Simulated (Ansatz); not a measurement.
# Two states of NiPtF6

```xyz
8
Lattice="2.4354 1.4061 4.5052 -2.4354 1.4061 4.5052 0.0000 -2.8121 4.5052" Properties=species:S:1:pos:R:3 pbc="T T T"
Ni    0.0000    0.0000    6.7578
F    -0.9376   -1.2584    7.8886
F     1.5586   -0.1828    7.8886
F    -0.6210    1.4412    7.8886
F     0.9376    1.2584    5.6270
F    -1.5586    0.1828    5.6270
F     0.6210   -1.4412    5.6270
Pt    0.0000    0.0000    0.0000
```

Single point in Ansatz 0.2.0 with r2SCAN, with U_eff = 3.4 eV on Ni d (all-electron-ortho-atomic projectors). Cutoff 500 eV, PAW datasets, 5×5×5 Γ-centred k mesh, fermi-dirac filling (width 0.1 eV).

State A: no moments (no spin polarisation). State B: Ni1 up (collinear spin).

Question: Compare the two self-consistent states.

Answer: State B is lower by 391.5 meV an atom at zero smearing; in free energy at this smearing B lies -377.1 meV an atom from A.

| state | free energy (meV/atom) | largest moment in a small sphere (μB) | net moment (μB/cell) | gap on mesh (eV) | pressure (GPa) | largest force (eV/Å) |
| --- | --- | --- | --- | --- | --- | --- |
| A | 377.1 | 0.00 | 0.00 | metal | 16.2 | 1.99 |
| B | 0.0 | 1.73 | 2.00 | 3.26 | 17.1 | 1.45 |

Origin: a database entry at a rescaled volume. Caveats: no spin-orbit coupling, which can shift this gap by tenths of an eV; atoms or cell far from equilibrium; gaps of Fe, Co and Ni magnets come out low on these datasets; the Fermi level lies in a narrow band between gaps, which spin or distortion may split; the k mesh is coarse if the cell is a metal.
